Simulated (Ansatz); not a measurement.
**Computed properties of YHSe**

YHSe:
```yaml
crystal:
  lattice:
    - [3.76374, 0.00000, 0.00000]
    - [-1.88187, 3.25949, 0.00000]
    - [0.00000, 0.00000, 3.81462]
  atoms:
    - { symbol: Y, position: [0.00000, 0.00000, 0.00000] }
    - { symbol: H, position: [0.33333, 0.66667, 0.00000] }
    - { symbol: Se, position: [0.66667, 0.33333, 0.50000] }
```

Space group P-6m2 (No. 187); conventional cell a = b = 3.764 Å, c = 3.815 Å, α = β = 90.00°, γ = 120.00°.

Method: the program Ansatz at the LDA level (PAW). Geometry: relaxed at this level of theory. Other levels are named where they apply.

### Cell and energy

```
Item                                                          Result
-----------------------------------------------------  -------------
Volume per atom                                             15.60 Å³
Density                                                   5.99 g/cm³
Formation energy from the elements (no fitted shifts)  -1.60 eV/atom
```

### Electronic structure

```
Property                                                                   Value
----------------------------------------  --------------------------------------
Band gap                                                      1.31 eV (indirect)
Valence-band maximum                                                        at A
Conduction-band minimum                                                     at Γ
Smallest direct gap on the standard path                                 1.70 eV
Electron effective mass                   0.19, 0.19, 0.59 mₑ (principal values)
Hole effective mass                       0.12, 0.12, 0.93 mₑ (principal values)
```

### Mechanics

```
Quantity                                                                                                        Value
-----------------------------------------------------------  --------------------------------------------------------
Bulk modulus (Birch–Murnaghan fit)                                                                           96.7 GPa
Pressure derivative B′                                                                                            4.2
Elastic constants (relaxed ions, GPa)                        C11 = 194, C12 = 54.2, C13 = 42.9, C33 = 202, C44 = 77.7
Mechanical stability                                                           stable (all eigenvalues of C positive)
Hill bulk and shear moduli                                                                          96.7 and 74.9 GPa
Young's modulus                                                                                               179 GPa
Poisson's ratio                                                                                                  0.19
Debye temperature from the elastic constants                                                                    465 K
Piezoelectric stress constants (proper, relaxed ions, C/m²)                             e16 = e21 = -0.35, e22 = 0.35
```

### Dielectric response

```
Quantity                                                                         Value
--------------------------------------------------------  ----------------------------
Electronic dielectric constant ε∞ (DFPT)                     9.36 (xx = yy), 9.17 (zz)
Static dielectric constant ε0 (ions relaxed, cell fixed)     13.3 (xx = yy), 14.3 (zz)
Born charges (a third of the trace)                       Y +3.05, H -1.09, Se -1.96 e
Largest static χ(2) component                                                  28 pm/V
```

### Phonons

```
Item                                                                      Result
--------------------------------------------------  ----------------------------
Highest zone-centre frequency (without LO–TO term)                     1141 cm⁻¹
Zone-centre stability                                     no imaginary mode at Γ
Dynamical stability on the path                     stable (no imaginary branch)
Zero-point energy                                                  83.9 meV/atom
Vibrational entropy at 300 K                             22.0 J/(K·mol of atoms)
```

The first step of the workflow began from a Materials Project structure, measured or hypothetical; the Crystallography Open Database copy checked does not list it. Whether it is the stable phase at ambient conditions was not checked. Symmetry was held in the LDA relaxation. No spin polarisation was allowed. Signs of piezoelectric constants follow the polarity of the cell as given. The references are the lowest solids computed at this level, not always the standard phases (solids in place of the gases). Scalar-relativistic: spin–orbit coupling is off unless named, which matters more the heavier the elements.

Potentials: the later of the program's two PAW sets.
